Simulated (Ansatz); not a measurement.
**Notes on Ba2LuOsAu6**

```yaml
crystal:
  lattice:
    - [0.00000, 4.74220, 4.74220]
    - [4.74220, 0.00000, 4.74220]
    - [4.74220, 4.74220, 0.00000]
  atoms:
    - { symbol: Lu, position: [0.00000, 0.00000, 0.00000] }
    - { symbol: Au, position: [0.73690, 0.26310, 0.26310] }
    - { symbol: Au, position: [0.26310, 0.73690, 0.26310] }
    - { symbol: Au, position: [0.26310, 0.73690, 0.73690] }
    - { symbol: Au, position: [0.73690, 0.26310, 0.73690] }
    - { symbol: Au, position: [0.26310, 0.26310, 0.73690] }
    - { symbol: Au, position: [0.73690, 0.73690, 0.26310] }
    - { symbol: Os, position: [0.50000, 0.50000, 0.50000] }
    - { symbol: Ba, position: [0.25000, 0.25000, 0.25000] }
    - { symbol: Ba, position: [0.75000, 0.75000, 0.75000] }
```

Method: PBE, no spin polarisation; PAW, plane waves to 420 eV, 6×6×6 Γ-centred mesh, fermi-dirac occupations (width 0.0614 eV) (Ansatz 0.2.0), atoms fixed.

(1) Describe some of the short contacts.

(2) What is the formation energy?

(3) Metal or insulator?

(4) Give the Bader charges.

Origin: a known structure type with other elements, at an estimated volume, so it need not be a known compound. Caveats: atoms or cell far from equilibrium.

Results:

(1) Au–Os at 2.25 Å: least valence density 1.00 e/Å³ and ELF 0.30 there. Lu–Au at 2.50 Å: least valence density 0.52 e/Å³ and ELF 0.20 there. Ba–Au at 3.36 Å: least valence density 0.13 e/Å³ and ELF 0.10 there. These are pseudo-fields; inside the PAW spheres they differ from the all-electron ones.

(2) 0.77 eV an atom against the elements' usual phases (free molecules for gases, crystals otherwise, with no correction for O₂ or N₂), so at this geometry it isn't bound against them. Relaxing would lower it.

(3) It is a metal, with about 3.3 states/eV a cell as the mean within 0.25 eV of the Fermi level, mostly Lu d (34 %) and Os d (23 %).

(4) Bader charges in e: Ba +1.32, Lu +1.29, Os +0.27, Au -0.70. In the mean Ba gives up most and Au takes most.
